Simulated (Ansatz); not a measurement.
**Surface calculation: hcp Hf (10-10), 6 layers**

The slab is cut from the hcp crystal, the stable phase, as relaxed on PAW files (22.53 Å³/atom), with 16 Å of vacuum and a dipole correction:

```yaml
crystal:
  lattice:
    - [3.20320, 0.00000, 0.00000]
    - [0.00000, 5.07025, 0.00000]
    - [0.00000, 0.00000, 22.47280]
  atoms:
    - { symbol: Hf, position: [0.75000, 0.75000, 0.35599] }
    - { symbol: Hf, position: [0.25000, 0.25000, 0.39713] }
    - { symbol: Hf, position: [0.25000, 0.75000, 0.47943] }
    - { symbol: Hf, position: [0.75000, 0.25000, 0.52057] }
    - { symbol: Hf, position: [0.75000, 0.75000, 0.60287] }
    - { symbol: Hf, position: [0.25000, 0.25000, 0.64401] }
```

Level of theory: DFT with PBE, scalar-relativistic, in Ansatz 0.2.0; a Γ-centred 13×8×1 k mesh, Fermi–Dirac smearing of 0.05 eV, no spin polarisation. LAPW: all electrons, basis error target 1 meV/atom; PAW: frozen-core files, cutoff 420 eV.

The bulk energy comes from a cell in the slab's orientation on a 13×8×8 mesh. The surface energy is (E(slab) − N·E(bulk))/2A at zero smearing, the mean of both faces; thin slabs carry quantum-size effects.

Spin–orbit coupling is left out, which matters for the heavy atoms.

Question: As cut, the LAPW slab lies 3.826 eV above 6 atoms of bulk. What surface energy is that?

Answer: Over two faces of 16.24 Å² it is 117.8 meV/Å², and times 16.02 J/m² per eV/Å² that gives γ = 1.887 J/m².

Question: What do relaxation and the other method give, and what work function comes out?

Answer: 

```tsv
method	γ as cut (J/m²)	γ relaxed (J/m²)	Φ as cut (eV)	Φ relaxed (eV)
LAPW	1.887	1.849	3.76	3.85
PAW	1.888	1.849	3.76	3.85
```

Question: How do the spacings between the planes relax?

Answer: From the bottom face up: d12 -5.1 % of 0.925 Å, d23 -5.0 % of 1.849 Å, d34 +5.2 % of 0.925 Å, d45 -5.0 % of 1.849 Å, d56 -5.1 % of 0.925 Å.

Question: A 4f core hole is made on one atom of each kind in every 1×1 cell (PAW hole dataset, neutral cell, valence without spin). What does it cost by layer?

Answer: layer 1 15.67 eV, layer 2 15.33 eV, layer 3 15.34 eV. Shifts between layers mean more than the absolute values, and a whole layer of holes screens otherwise than one hole.
